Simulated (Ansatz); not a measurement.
Name crystals whose computed values (plane-wave PAW PBEsol (Ansatz code)) fall in these windows: HSE06 gap (eV) 2.5 to 3.1; gap (eV) 1.4 to 1.9; electron conductivity mass (mₑ) 0.63 to 0.78.



```tsv
crystal	HSE06 gap (eV)	gap (eV)	electron conductivity mass (mₑ)
WO3, P2_1/c (W on 4e, O on 4e, O on 4e, O on 4e)	2.88	1.66	0.70
CaSnS3, R-3 (Ca on 6c, Sn on 6c, S on 18f)	2.72	1.72	0.70
```
Others may fit too.

Standing as an ambient phase not checked: WO3, P2_1/c (W on 4e, O on 4e, O on 4e, O on 4e); CaSnS3, R-3 (Ca on 6c, Sn on 6c, S on 18f). All cells were relaxed under the symmetry of their starts (and spin orders); stability against distortions was not tested throughout. Rows with no word on spin ran without spin polarisation. Spin–orbit coupling is left out wherever it is not named.

Potentials: the later of the program's two PAW sets.
